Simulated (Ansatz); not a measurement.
The relaxed structure here is a generated cell of Cr: the first start was made by placing the elements on the sites of a structure type, and the end was not matched to a known phase here, so it may be hypothetical. Known forms of Cr include space group No. 229.

A relaxed cell of Cr (Pm-3m (No. 221)), relaxed on a k-mesh at least as fine as the one used below. Computed with PBE (plane waves to 420 eV, PAW, scalar-relativistic; Ansatz, an electronic-structure program). Γ-centred k-mesh 14×14×14 on the run's cell (coarser than for final values), Fermi–Dirac smearing 0.05 eV.

```xyz
2
Lattice="4.6807 0.0000 0.0000 2.3404 2.3404 0.0000 0.0000 0.0000 2.3404" Properties=species:S:1:pos:R:3 pbc="T T T"
Cr     0.0000     0.0000     0.0000
Cr     2.3404     0.0000     0.0000
```

The atoms are displaced along an unstable phonon of this cell by (Å):

| atom | ux | uy | uz |
|---|---|---|---|
| Cr1 | 0.000 | 0.000 | 0.150 |
| Cr2 | 0.000 | 0.000 | -0.150 |

Q: What forces (eV/Å) and pressure result?

A: 
```tsv
atom	Fx	Fy	Fz
Cr1	0.00	0.00	1.60
Cr2	0.00	0.00	-1.60
```

Pressure -2.7 GPa.

Q: Estimate the energy cost of the displacement in the harmonic approximation and compare with the calculation.

A: For a harmonic well ΔE = −½ Σ F·u = -0.240 eV a cell, or -120 meV/atom. The calculated energy relative to the undisplaced cell is -0.14 eV/atom, so the harmonic estimate holds well.

The undisplaced cell is probably no minimum: from this displacement the run went on to Im-3m (No. 229), 1.03 eV/atom below it.

No spin polarisation in the result: the starting moments vanished. A magnetic state may lie lower.
